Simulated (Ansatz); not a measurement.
TaRu (rock salt, Fm-3m) at seven volumes, r²SCAN in the plane-wave PAW code Ansatz, scaled uniformly. One row is withheld.

| V (Å³/atom) | P (GPa) |
|---|---|
| 15.706 | 24.75 |
| 16.224 | 15.14 |
| 16.741 | 6.96 |
| 17.259 | 0.00 |
| 17.777 | ? |
| 18.295 | -11.00 |
| 18.812 | -15.30 |

Fit the shown pressures and predict the withheld one.

P = (3/2)B₀(x^(7/2) − x^(5/2))[1 + (3/4)(B′ − 4)(x − 1)] with x = (V₀/V)^(2/3). Least squares on the six rows gives V₀ = 17.259 Å³/atom, B₀ = 214 GPa, B′ = 4.33. At V = 17.777, x = 0.9805 and P = -5.94 GPa. The run itself gave -5.94 GPa.

The start of the workflow was typed in or built on a structure type; neither database checked (COD, Materials Project) lists it. COD files the formula under space group No. 123, 221, so this cell is another polymorph or a model. Whether it is the stable phase at ambient conditions was not checked. Symmetry was held in the r²SCAN relaxation. At this level the phase is mechanically unstable. The run is not spin-polarised. Its formation energy is positive at this level, so the cell may be metastable or incomplete. Scalar-relativistic: spin–orbit coupling is off unless named, which matters more the heavier the elements.

Potentials: the later of the program's two PAW sets.
